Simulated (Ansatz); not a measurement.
GaN:
```xyz
2
Lattice="0.0000 2.2277 2.2277 2.2277 0.0000 2.2277 2.2277 2.2277 0.0000" Properties=species:S:1:pos:R:3 pbc="T T T"
Ga     0.0000     0.0000     0.0000
N      1.1138     1.1138     1.1138
```

Relaxed with LDA.

### Question
Give the optical modes at the zone centre with their infrared and Raman activity from DFPT, LDA (plane waves, PAW; program Ansatz).

### Answer
Transverse frequencies, without the LO–TO term; a row sums one degenerate level.

| ω (cm⁻¹) | degeneracy | IR ((D/Å)²/amu) | Raman (Å⁴/amu) | activity | symmetry |
|---|---|---|---|---|---|
| 553 | 3 | 41.16 | 27 | IR+Raman | T2 |

### Question
How high does the top mode go among those that the LO–TO term moves?

### Answer
732 cm⁻¹ for q along x.

Space group F-43m (zinc blende). Symmetry was held in the LDA relaxation; phonons on a q-mesh show no instability.

Potentials: the later of the program's two PAW sets.
